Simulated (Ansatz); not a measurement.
Ansatz (a quantum-chemistry and plane-wave program) input:

Ansatz 0.2 input:
```yaml
crystal:
  lattice:
    - [4.5222163766, 0.0, 0.0]
    - [-2.2611081883, 3.9163542636, 0.0]
    - [0.0, 0.0, 6.3216456869]
  atoms:
    - { symbol: V, position: [0.0, 0.5, 0.3333333333] }
    - { symbol: V, position: [0.5, 0.0, 0.0] }
    - { symbol: V, position: [0.5, 0.5, 0.6666666667] }
    - { symbol: Si, position: [0.8368832386, 0.6737664771, 0.0] }
    - { symbol: Si, position: [0.1631167614, 0.8368832386, 0.6666666667] }
    - { symbol: Si, position: [0.3262335229, 0.1631167614, 0.3333333333] }
    - { symbol: Si, position: [0.1631167614, 0.3262335229, 0.0] }
    - { symbol: Si, position: [0.8368832386, 0.1631167614, 0.6666666667] }
    - { symbol: Si, position: [0.6737664771, 0.8368832386, 0.3333333333] }
kpoints:
  mp_grid: { grid: [11, 11, 7] }
hamiltonian:
  xc: pbesol
  pseudopotentials: { kind: paw }
scf:
  occupations: { method: fermi_dirac, width: 0.1 }
phonons:
  method: dfpt
  response_accuracy: low
  eigenvectors: true
  rigid_motions: translations
```

Output (shortened):

```
Pseudopotential: V, paw, valence charge 13
Pseudopotential: Si, paw, valence charge 4
Functional definition: PBEsol
Crystal: 9 atoms, lattice volume = 111.960 Å³
Basis set: ecut = 420 eV, 2175 PW (Γ), exchange–correlation on 64×64×90 points (8 copies of the dense FFT grid, shifted against one another)
Bands: 41, of which v1, the nominal top of the filled ones, is band 32 counted from 1 (31 counted from 0)
Symmetry: 12 space group operations
k-points: 424 of 847 (irreducible under 1 space group operation, time reversal used)
SCF iter   1: F=—  HF=-12390.244174 eV  |F-HF|=—  |Δ(HF+E_count)|=         —  Δρ=5.80e-3  dr2=2.25e-2  ethr=1.77e-3  ⟨swp⟩=6.7  Hψ=73178  notcnv=0
preconditioner: auto → Kerker (q_TF=auto, 2.479 Å⁻¹)
SCF iter   2: F=—  HF=-12390.241229 eV  |F-HF|=—  |Δ(HF+E_count)|=   2.94e-3  Δρ=3.09e-3  dr2=5.57e-3  ethr=3.57e-5  ⟨swp⟩=1.6  Hψ=21718  notcnv=0
SCF iter   3: F=—  HF=-12390.240528 eV  |F-HF|=—  |Δ(HF+E_count)|=   7.02e-4  Δρ=6.32e-4  dr2=5.73e-4  ethr=8.84e-6  ⟨swp⟩=2.9  Hψ=30225  notcnv=0
SCF iter   4: F=—  HF=-12390.240444 eV  |F-HF|=—  |Δ(HF+E_count)|=   8.36e-5  Δρ=1.31e-4  dr2=2.20e-5  ethr=9.10e-7  ⟨swp⟩=2.0  Hψ=20685  notcnv=0
SCF iter   5: F=—  HF=-12390.240440 eV  |F-HF|=—  |Δ(HF+E_count)|=   4.26e-6  Δρ=3.08e-5  dr2=7.98e-7  ethr=3.50e-8  ⟨swp⟩=2.1  Hψ=24001  notcnv=0
SCF iter   6: F=—  HF=-12390.240446 eV  |F-HF|=—  |Δ(HF+E_count)|=   5.82e-6  Δρ=4.57e-6  dr2=2.08e-8  ethr=1.27e-9  ⟨swp⟩=2.4  Hψ=25775  notcnv=0
SCF iter   7: F=—  HF=-12390.240446 eV  |F-HF|=—  |Δ(HF+E_count)|=   5.12e-9  Δρ=7.88e-7  dr2=5.95e-10  ethr=3.30e-11  ⟨swp⟩=2.1  Hψ=26496  notcnv=0
SCF iter   8: F=—  HF=-12390.240446 eV  |F-HF|=—  |Δ(HF+E_count)|=  1.60e-10  Δρ=1.17e-7  dr2=1.64e-11  ethr=1.00e-12  ⟨swp⟩=2.1  Hψ=25594  notcnv=0
SCF iter   9: F=-12390.240446 eV  HF=-12390.240446 eV  |F-HF|=0.00e0  |Δ(HF+E_count)|=    0.00e0  Δρ=2.57e-8  dr2=7.21e-13  ethr=1.00e-12  ⟨swp⟩=5.5  Hψ=64659  notcnv=0
SCF 1 converged in 9 iterations: F = -12390.240446 eV  dr2 = 7.21e-13
DFPT response loops at Γ: preconditioner auto → Kerker (q_TF=auto, 2.479 Å⁻¹) (partly filled bands, converged f_vac=0.000) …
SCF converged after 9 iterations
Free energy (F): -12390.240446 eV
Harris-Foulkes:  -12390.240446 eV  (|F-HF|=0.00e0)
Internal energy: -12390.087684 eV  (E = F + TS)
E sigma→0 (E₀):  -12390.164065 eV
Entropy (-TS):   -0.152762 eV (-16.974 meV/atom)
Fermi energy:    14.381764 eV
--- Per-component energies (eV) ---
  E_band       = -333.265661
  E_kinetic    = 1281.440820
  E_local      = -3792.305263  (includes V_loc(G=0)·N_el)
  E_nonlocal   = 19.975941
  E_hartree    = 1782.326051
  E_xc         = -732.333168
  E_vxc        = -796.346774  (∫ρ·V_xc dr)
  E_paw        = -6254.666920  (= ΣΔE_a)
  E_vpaw       = -610.683267  (= ΣTr[D̂ρ^β])
  E_aug_tail   = 0.000842  (compensation charges beyond the density's cutoff)
  E_ewald      = -4695.164388
  E_core_change = 0.638401  (= ΣΔE_core)
  E_smearing   = -0.152762  (= −TS)
  E_closure    = 0.000000  (closes the sum)
  Σ components = -12390.240446   (vs F -12390.240446, Δ=0.00e0)
  [band-id]    e_kinetic+e_local+e_nonlocal+2·e_hartree+e_vxc+e_vpaw+e_augmentation_tail = -333.265600   (vs E_band -333.265661, Δ=6.12e-5)
--- Band table (eV; the first three rows and the last of 424) ---
  k-point 0: bands = ["-49.2422", "-49.2246", "-49.2246", "-23.3331", "-23.3331", "-23.3018", "-23.2480", "-23.2346", "-23.2346", "-23.1883", "-23.1883", "-23.1584", "0.7058", "4.0932", "4.0932", "8.2167", "9.0491", "9.0491", "9.1866", "9.1866", "10.6479", …
  k-point 1: bands = ["-49.2416", "-49.2278", "-49.2220", "-23.3452", "-23.3183", "-23.2998", "-23.2507", "-23.2469", "-23.2242", "-23.1927", "-23.1830", "-23.1593", "0.7822", "3.2663", "4.9802", "8.2779", "8.9736", "9.0075", "9.2230", "9.3985", "10.1727", …
  k-point 2: bands = ["-49.2401", "-49.2313", "-49.2200", "-23.3537", "-23.3020", "-23.2940", "-23.2602", "-23.2585", "-23.2166", "-23.1960", "-23.1773", "-23.1620", "1.0095", "2.5254", "5.8929", "8.4537", "8.8770", "8.9774", "8.9839", "9.6298", "9.7553", …
  k-point 423: bands = ["-49.2366", "-49.2300", "-49.2245", "-23.3517", "-23.3326", "-23.2923", "-23.2711", "-23.2302", "-23.2094", "-23.1981", "-23.1804", "-23.1670", "2.2926", "3.8955", "4.7451", "5.6384", "6.6647", "7.4087", "8.6773", "9.2625", "10.0361", …
--- Phonons (Γ-DFPT): 5 representative perturbations + reference, on 424 of 847 k-points (Σ response iterations 15) ---
  ASR residual: 1.525e-4 → 0.000e0 eV/Å²; symmetrization residual: 3.903e-5 eV/Å²
  ASR residual per site (eV/Å²): 1.50e-4 1.52e-4 1.50e-4 2.68e-5 2.68e-5 2.68e-5 2.68e-5 2.68e-5 2.68e-5
  Γ frequencies (cm⁻¹): 0.00 0.00 0.00 158.08 231.74 231.74 259.93 259.93 261.87 261.87 283.44 286.69 294.69 307.58 307.58 307.97 340.74 340.74 374.01 374.01 392.23 392.23 393.22 410.11 419.25 431.97 431.97
  non-analytic LO–TO correction: not included (Born effective charges unavailable; polar crystals: no LO–TO splitting at Γ)
```

Cost: roughly 24 core-minutes on shared cores.

Space group P6_422. The workflow started from a Materials Project entry (that database holds measured and hypothetical structures alike); the Crystallography Open Database files this formula in space group No. 181, but the cells were not matched. Its standing as an ambient phase is unchecked. The PBEsol relaxation kept the symmetry of its start; its stability against distortions is not shown here. The run is not spin-polarised. As this level gives no gap, phonon frequencies hold no LO–TO term and depend on the k-mesh and smearing (Fermi–Dirac, 0.1 eV here).

Potentials: the later of the program's two PAW sets.

Ansatz is a plane-wave DFT program.
